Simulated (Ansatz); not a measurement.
Bi₂SO₂:
```
CELL_PARAMETERS angstrom
      3.94070     0.00000     0.00000
     -1.97035     3.41275     0.00000
      0.00000     0.00000     6.76172
ATOMIC_POSITIONS crystal
  Bi 0.66667 0.33333 0.77695
  Bi 0.33333 0.66667 0.22305
  S  0.00000 0.00000 0.50000
  O  0.66667 0.33333 0.12193
  O  0.33333 0.66667 0.87807
```

Relaxed with PBEsol. Special points in fractions of this cell's reciprocal vectors: Γ (0.000, 0.000, 0.000); M (0.500, 0.000, 0.000); K (0.333, 0.333, 0.000); A (0.000, 0.000, 0.500); L (0.500, 0.000, 0.500); H (0.333, 0.333, 0.500).

Problem. List the band energies nearest the valence-band maximum at these points for DFT-PBEsol in the program Ansatz with PAW potentials.

Solution. In eV from the valence-band maximum; about four levels below and three above (degenerate sets whole), none deeper than 8.9 eV; points with the same levels are listed once.

| k | below | above |
|---|---|---|
| Γ | -2.06 -0.93 -0.93 0.00 | 2.68 3.75 3.75 |
| M | -2.56 -1.54 -1.19 -0.01 | 2.91 4.01 4.07 |
| K | -1.77 -1.77 -1.07 -0.50 -0.50 | 2.92 2.92 3.91 |
| A | -0.91 -0.87 -0.87 -0.07 | 2.20 2.81 2.81 |
| L | -1.36 -1.23 -1.02 -0.60 | 1.63 4.29 4.55 |
| H | -3.03 -3.03 -1.59 -0.62 -0.62 | 3.85 3.97 3.97 |

Space group P-3m1. The start of the workflow was typed in or built on a structure type; neither database checked (COD, Materials Project) lists it. Its standing as an ambient phase is unchecked. The PBEsol relaxation kept the symmetry of its start; its stability against distortions is not shown here. The volume moved by 33 % from the start of the relaxation. Scalar-relativistic: spin–orbit coupling is off unless named, which matters more the heavier the elements.

Potentials: the earlier of the program's two PAW sets. The files were generated under PBE; for other functionals the program regenerates the frozen cores, and for LDA and PBEsol the local potential too.
